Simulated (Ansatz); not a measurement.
Data:

AgBr:
```
AgBr
1.0
    0.00000     2.79192     2.79192
    2.79192     0.00000     2.79192
    2.79192     2.79192     0.00000
Ag Br
1 1
Cartesian
  2.79192   2.79192   2.79192
  0.00000   0.00000   0.00000
```

This is the LDA-relaxed structure.

Question: All from LDA (plane waves, PAW; program Ansatz), unless another level is named. Predict the bulk modulus (Birch–Murnaghan fit).

Answer: 633 kbar.

Question: Predict the vibrational entropy at 300 K.

Answer: 50.5 J/(K·mol of atoms).

Space group Fm-3m (rock salt). The LDA relaxation kept the symmetry of its start; phonons on a q-mesh show no instability. No spin polarisation was allowed.

Potentials: the later of the program's two PAW sets.
